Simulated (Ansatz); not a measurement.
Cu3Si in space group P6_3/mmc (No. 194; Si on 2d, Cu on 6h), the program Ansatz at the PBEsol level (PAW), all energies at zero smearing, with the estimated change up to a 700 eV cutoff added, with one set of potentials and settings (totals compare only within such a set). Cell of 8 atoms (2 Si, 6 Cu): -40776.510 eV.

```tsv
element	reference phase	E (eV/atom)
Si	Fd-3m, 2 atoms in the cell	-621.4920
Cu	Fm-3m, 1 atoms in the cell	-6588.7768
```

Formation energy per atom, worked out: (-40776.510 − 2×(-621.4920) − 6×(-6588.7768))/8 = -0.108 eV/atom (-10 kJ per mol of atoms), at 0 K, without zero-point energy or fitted corrections.

The workflow started from a Materials Project entry (that database holds measured and hypothetical structures alike); the Crystallography Open Database copy checked does not list it. Whether it is the stable phase at ambient conditions was not checked. The cell was relaxed with PBEsol under the symmetry of its start; its stability against distortions is not shown here. The run is not spin-polarised. The references are the lowest solids computed at this level, not always the standard phases.

Potentials: the later of the program's two PAW sets.
